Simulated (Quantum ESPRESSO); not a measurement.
## PtCu4GaWMo (one run as intended and one with a planted mistake)

A calculation, not a measurement. The program is pw.x of Quantum ESPRESSO 7.5 (plane-wave density functional theory). The cell is made up: eight metal atoms on a face-centred cubic lattice, with elements, volume, strain and displacements drawn at random and not relaxed, so it may be unstable or far from any real phase. PseudoDojo standard norm-conserving files set the functional (PBE unless stated); there is no spin polarisation or spin-orbit coupling, the Fermi-Dirac width of 0.25 eV means electrons at about 2900 K, and the masses in the input are unused placeholders. The copper pseudopotential is less sure than most, with forces differing by about three percent and pressure by about two GPa from a second method on plain copper. Heavy elements are run without spin-orbit coupling, which real alloys of them have. A spin test at this wide smearing found no moment, but such smearing suppresses magnetism that the real alloy may have.

Intended input:

```
&control calculation='scf', pseudo_dir='./dojo.nc.sr.pbe.v0_5.standard.upf', outdir='./o', disk_io='minimal', tprnfor=.true., tstress=.true. /
&system ibrav=0, nat=8, ntyp=5, nbnd=81, ecutwfc=92.02030273, nosym=.true., tot_charge=0,
 occupations='smearing', smearing='fd', degauss=0.0183746611
/
&electrons conv_thr=1.470e-08, electron_maxstep=70, mixing_beta=0.5 /
ATOMIC_SPECIES
Cu 1.0 Cu.upf
Ga 1.0 Ga.upf
Mo 1.0 Mo.upf
Pt 1.0 Pt.upf
W 1.0 W.upf
CELL_PARAMETERS angstrom
0.018 -0.0127 -3.8493
3.851 -0.0073 -0.018
0.0145 -7.4582 -0.0254
ATOMIC_POSITIONS angstrom
Pt 0.0746 0.1248 0.0939
Cu 0.0302 -3.7787 -0.0827
Cu 2.0099 -1.9592 0.0123
Cu 2.009 -5.5662 -0.0701
Cu 0.0365 -1.7856 -1.9749
Ga 0.0677 -5.579 -2.0649
W 1.9138 -0.1497 -1.8476
Mo 1.7912 -3.6619 -1.9056
K_POINTS automatic
6 6 3 1 1 1
```

The log is shortened where brackets say so; the opening notice, blank lines, dates and the lines on written files are dropped, and the path of the files is cut. It prints rydbergs, bohrs and kilobars, and counts compression as positive stress. Its total energy is the free energy E - TS of the whole cell.

Log of the intended run:

```
     Program PWSCF v.7.5
     Parallel version (MPI & OpenMP), running on       4 processor cores
     Number of MPI processes:                 4
     Threads/MPI process:                     1
     [start-up lines left out]
     bravais-lattice index     =            0
     lattice parameter (alat)  =       7.2742  a.u.
     unit-cell volume          =     746.0535 (a.u.)^3
     number of atoms/cell      =            8
     number of atomic types    =            5
     number of electrons       =       135.00
     number of Kohn-Sham states=           81
     kinetic-energy cutoff     =      92.0203  Ry
     charge density cutoff     =     368.0812  Ry
     scf convergence threshold =      1.5E-08
     mixing beta               =       0.5000
     number of iterations used =            8  plain     mixing
     Exchange-correlation= PBE
                           (   1   4   3   4   0   0   0)
     [axes and pseudopotential details left out]
   Cartesian axes
     site n.     atom                  positions (alat units)
         1        Pt     tau(   1) = (   0.0193798   0.0324209   0.0243936  )
         2        Cu     tau(   2) = (   0.0078455  -0.9816429  -0.0214841  )
         3        Cu     tau(   3) = (   0.5221383  -0.5089673   0.0031953  )
         4        Cu     tau(   4) = (   0.5219045  -1.4460055  -0.0182108  )
         5        Cu     tau(   5) = (   0.0094821  -0.4638690  -0.5130459  )
         6        Ga     tau(   6) = (   0.0175873  -1.4493307  -0.5364264  )
         7        W      tau(   7) = (   0.4971732  -0.0388896  -0.4799755  )
         8        Mo     tau(   8) = (   0.4653237  -0.9513002  -0.4950429  )
     number of k points=    54  Fermi-Dirac smearing, width (Ry)=  0.0184
                       cart. coord. in units 2pi/alat
        k(    1) = (   0.0827493  -0.0855784  -0.0826654), wk =   0.0370370
        k(    2) = (   0.0833963   0.2585100  -0.0837976), wk =   0.0370370
     [further k points left out]
     Dense  grid:    88991 G-vectors     FFT dimensions: (  45,  45,  90)
     Estimated max dynamical RAM per process >     370.61 MB
     Estimated total dynamical RAM >       1.38 GB
     Initial potential from superposition of free atoms
     starting charge     134.9940, renormalised to     135.0000
     Starting wfcs are   79 randomized atomic wfcs +    2 random wfcs
     total cpu time spent up to now is        9.2 secs
     per-process dynamical memory:   289.5 Mb
     Self-consistent Calculation
     iteration #  1     ecut=    92.02 Ry     beta= 0.50
     Davidson diagonalization with overlap
     ethr =  1.00E-02,  avg # of iterations =  3.0
     total cpu time spent up to now is       34.2 secs
     total energy              =   -2220.21006433 Ry
     estimated scf accuracy    <       5.13190249 Ry
     iteration #  2     ecut=    92.02 Ry     beta= 0.50
     Davidson diagonalization with overlap
     ethr =  3.80E-03,  avg # of iterations =  3.0
     total cpu time spent up to now is       60.3 secs
     total energy              =   -2221.00681750 Ry
     estimated scf accuracy    <      22.73963235 Ry
     [iterations 3 to 16 left out]
     iteration # 17     ecut=    92.02 Ry     beta= 0.50
     Davidson diagonalization with overlap
     ethr =  1.89E-11,  avg # of iterations =  2.0
     total cpu time spent up to now is      369.2 secs
     total energy              =   -2223.14213918 Ry
     estimated scf accuracy    <       0.00000002 Ry
     iteration # 18     ecut=    92.02 Ry     beta= 0.50
     Davidson diagonalization with overlap
     ethr =  1.26E-11,  avg # of iterations =  2.0
     total cpu time spent up to now is      390.0 secs
     End of self-consistent calculation
     [lines on levels left out]
!    total energy              =   -2223.14213918 Ry
     estimated scf accuracy    <          2.8E-09 Ry
     smearing contrib. (-TS)   =      -0.10713519 Ry
     internal energy E=F+TS    =   -2223.03500398 Ry
     The total energy is F=E-TS. E is the sum of the following terms:
     one-electron contribution =   -1043.86580438 Ry
     hartree contribution      =     610.20761668 Ry
     xc contribution           =    -329.75473712 Ry
     ewald contribution        =   -1459.62207917 Ry
     convergence has been achieved in  18 iterations
     Forces acting on atoms (cartesian axes, Ry/au):
     atom    1 type  4   force =    -0.01367440   -0.05192549   -0.03501109
     atom    2 type  1   force =    -0.01903796    0.01976044    0.01173784
     atom    3 type  1   force =    -0.00130428    0.01039457    0.00147790
     atom    4 type  1   force =    -0.00475746    0.00826248    0.00307216
     atom    5 type  1   force =    -0.02152321   -0.03400970    0.01078682
     atom    6 type  2   force =    -0.02818334    0.02610309    0.03527849
     atom    7 type  5   force =     0.02406731    0.03843211   -0.00842140
     atom    8 type  3   force =     0.06441333   -0.01701750   -0.01892072
     Total force =     0.128811     Total SCF correction =     0.000479
     Computing stress (Cartesian axis) and pressure
          total   stress  (Ry/bohr**3)                   (kbar)     P=       60.43
   0.00029498   0.00006216   0.00003702           43.39        9.14        5.45
   0.00006216   0.00049458  -0.00001019            9.14       72.75       -1.50
   0.00003702  -0.00001019   0.00044287            5.45       -1.50       65.15
     init_run     :      8.60s CPU      9.05s WALL (       1 calls)
     electrons    :    372.40s CPU    380.75s WALL (       1 calls)
     forces       :      3.05s CPU      3.06s WALL (       1 calls)
     stress       :     10.78s CPU     10.78s WALL (       1 calls)
     [timing details left out]
     PWSCF        :   6m35.02s CPU   6m43.95s WALL
     JOB DONE.
```

A second run has one planted mistake: two atoms have their elements exchanged. The input lines that differ:

```
- Cu 0.0365 -1.7856 -1.9749
+ W 0.0365 -1.7856 -1.9749
- W 1.9138 -0.1497 -1.8476
+ Cu 1.9138 -0.1497 -1.8476
```

Its log:

```
     Program PWSCF v.7.5
     Parallel version (MPI & OpenMP), running on       4 processor cores
     Number of MPI processes:                 4
     Threads/MPI process:                     1
     [start-up lines left out]
     bravais-lattice index     =            0
     lattice parameter (alat)  =       7.2742  a.u.
     unit-cell volume          =     746.0535 (a.u.)^3
     number of atoms/cell      =            8
     number of atomic types    =            5
     number of electrons       =       135.00
     number of Kohn-Sham states=           81
     kinetic-energy cutoff     =      92.0203  Ry
     charge density cutoff     =     368.0812  Ry
     scf convergence threshold =      1.5E-08
     mixing beta               =       0.5000
     number of iterations used =            8  plain     mixing
     Exchange-correlation= PBE
                           (   1   4   3   4   0   0   0)
     [axes and pseudopotential details left out]
   Cartesian axes
     site n.     atom                  positions (alat units)
         1        Pt     tau(   1) = (   0.0193798   0.0324209   0.0243936  )
         2        Cu     tau(   2) = (   0.0078455  -0.9816429  -0.0214841  )
         3        Cu     tau(   3) = (   0.5221383  -0.5089673   0.0031953  )
         4        Cu     tau(   4) = (   0.5219045  -1.4460055  -0.0182108  )
         5        W      tau(   5) = (   0.0094821  -0.4638690  -0.5130459  )
         6        Ga     tau(   6) = (   0.0175873  -1.4493307  -0.5364264  )
         7        Cu     tau(   7) = (   0.4971732  -0.0388896  -0.4799755  )
         8        Mo     tau(   8) = (   0.4653237  -0.9513002  -0.4950429  )
     number of k points=    54  Fermi-Dirac smearing, width (Ry)=  0.0184
                       cart. coord. in units 2pi/alat
        k(    1) = (   0.0827493  -0.0855784  -0.0826654), wk =   0.0370370
        k(    2) = (   0.0833963   0.2585100  -0.0837976), wk =   0.0370370
     [further k points left out]
     Dense  grid:    88991 G-vectors     FFT dimensions: (  45,  45,  90)
     Estimated max dynamical RAM per process >     370.61 MB
     Estimated total dynamical RAM >       1.38 GB
     Initial potential from superposition of free atoms
     starting charge     134.9940, renormalised to     135.0000
     Starting wfcs are   79 randomized atomic wfcs +    2 random wfcs
     total cpu time spent up to now is        8.9 secs
     per-process dynamical memory:   289.5 Mb
     Self-consistent Calculation
     iteration #  1     ecut=    92.02 Ry     beta= 0.50
     Davidson diagonalization with overlap
     ethr =  1.00E-02,  avg # of iterations =  3.0
     total cpu time spent up to now is       33.9 secs
     total energy              =   -2220.25095933 Ry
     estimated scf accuracy    <       5.22104077 Ry
     iteration #  2     ecut=    92.02 Ry     beta= 0.50
     Davidson diagonalization with overlap
     ethr =  3.87E-03,  avg # of iterations =  2.9
     total cpu time spent up to now is       58.8 secs
     total energy              =   -2221.02743796 Ry
     estimated scf accuracy    <      21.27992508 Ry
     [iterations 3 to 16 left out]
     iteration # 17     ecut=    92.02 Ry     beta= 0.50
     Davidson diagonalization with overlap
     ethr =  1.29E-10,  avg # of iterations =  1.2
     total cpu time spent up to now is      374.8 secs
     total energy              =   -2223.21678140 Ry
     estimated scf accuracy    <       0.00000006 Ry
     iteration # 18     ecut=    92.02 Ry     beta= 0.50
     Davidson diagonalization with overlap
     ethr =  4.24E-11,  avg # of iterations =  1.0
     total cpu time spent up to now is      395.3 secs
     End of self-consistent calculation
     [lines on levels left out]
!    total energy              =   -2223.21678140 Ry
     estimated scf accuracy    <          2.6E-09 Ry
     smearing contrib. (-TS)   =      -0.07408886 Ry
     internal energy E=F+TS    =   -2223.14269255 Ry
     The total energy is F=E-TS. E is the sum of the following terms:
     one-electron contribution =   -1037.90712168 Ry
     hartree contribution      =     607.34122319 Ry
     xc contribution           =    -329.83676663 Ry
     ewald contribution        =   -1462.74002743 Ry
     convergence has been achieved in  18 iterations
     Forces acting on atoms (cartesian axes, Ry/au):
     atom    1 type  4   force =    -0.01640787   -0.04065384   -0.03803046
     atom    2 type  1   force =    -0.02392095    0.00808595    0.01956660
     atom    3 type  1   force =    -0.01068720    0.03048353   -0.01024803
     atom    4 type  1   force =    -0.00657808   -0.00015623    0.00329455
     atom    5 type  5   force =    -0.00762961   -0.07037900    0.02374022
     atom    6 type  2   force =    -0.01911550    0.00476483    0.03141678
     atom    7 type  1   force =     0.02407532    0.05110565   -0.00126118
     atom    8 type  3   force =     0.06026389    0.01674912   -0.02847848
     Total force =     0.143031     Total SCF correction =     0.000148
     Computing stress (Cartesian axis) and pressure
          total   stress  (Ry/bohr**3)                   (kbar)     P=       49.26
   0.00021993   0.00011271   0.00002896           32.35       16.58        4.26
   0.00011271   0.00040168  -0.00001048           16.58       59.09       -1.54
   0.00002896  -0.00001048   0.00038298            4.26       -1.54       56.34
     init_run     :      8.39s CPU      8.74s WALL (       1 calls)
     electrons    :    378.10s CPU    386.40s WALL (       1 calls)
     forces       :      3.12s CPU      3.12s WALL (       1 calls)
     stress       :     11.17s CPU     11.17s WALL (       1 calls)
     [timing details left out]
     PWSCF        :   6m40.96s CPU   6m49.74s WALL
     JOB DONE.
```

|  | intended run | run with the mistake |
| --- | --- | --- |
| free energy (eV) | -30247.390 | -30248.405 |
| entropy term -TS, part of it (eV) | -1.458 | -1.008 |
| pressure (GPa) | 6.04 | 4.93 |
| size of the largest force component (eV/Å) | 1.656 | 1.810 |
| largest change of a force component (eV/Å) |  | 0.935 |
| iterations | 18 | 18 |

For scale, a rerun of the intended cell at a higher cutoff and on a denser mesh moved values by no more than 0.005 eV in energy, 0.04 GPa in stress and 0.010 eV/Å in force, and a second program with other atomic files agreed on that cell to 2 % rms in force and 0.5 GPa in pressure.